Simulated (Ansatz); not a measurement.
TeO2:
```yaml
crystal:
  lattice:
    - [4.84360, 0.00000, 0.00000]
    - [0.00000, 4.84605, 0.00000]
    - [0.00000, 0.00000, 7.70383]
  atoms:
    - { symbol: Te, position: [0.72004, 0.47011, 0.62500] }
    - { symbol: Te, position: [0.77996, 0.52989, 0.12500] }
    - { symbol: Te, position: [0.27996, 0.97011, 0.87500] }
    - { symbol: Te, position: [0.22004, 0.02989, 0.37500] }
    - { symbol: O, position: [0.11093, 0.26185, 0.19098] }
    - { symbol: O, position: [0.38907, 0.73815, 0.69098] }
    - { symbol: O, position: [0.88907, 0.76185, 0.30902] }
    - { symbol: O, position: [0.61093, 0.23815, 0.80902] }
    - { symbol: O, position: [0.98794, 0.13871, 0.55902] }
    - { symbol: O, position: [0.51206, 0.86129, 0.05902] }
    - { symbol: O, position: [0.01206, 0.63871, 0.94098] }
    - { symbol: O, position: [0.48794, 0.36129, 0.44098] }
```

Plane-wave PAW r²SCAN (Ansatz code) gives a gap of 3.43 eV without spin–orbit coupling, maximum on the Y–Γ line, 31 % of the way from Y, minimum off the standard path, at k = (0.250, 0.250, 0.000).

Problem. What happens when spin–orbit coupling is switched on?

Solution. The gap decreases by 0.09 eV, to 3.34 eV; maximum on the Y–Γ line, 32 % of the way from Y, minimum off the standard path, at k = (0.240, 0.240, -0.062).

Space group P4_12_12. The first step of the workflow began from a Materials Project structure, measured or hypothetical; the Crystallography Open Database files this formula in space group No. 92, but the cells were not matched. Whether it is the stable phase at ambient conditions was not checked. The r²SCAN relaxation kept the symmetry of its start; whether a distortion lowers the energy is not shown. Point labels and valley counts follow the cell and symmetry of the run, lower than the named group.

Potentials: the later of the program's two PAW sets.
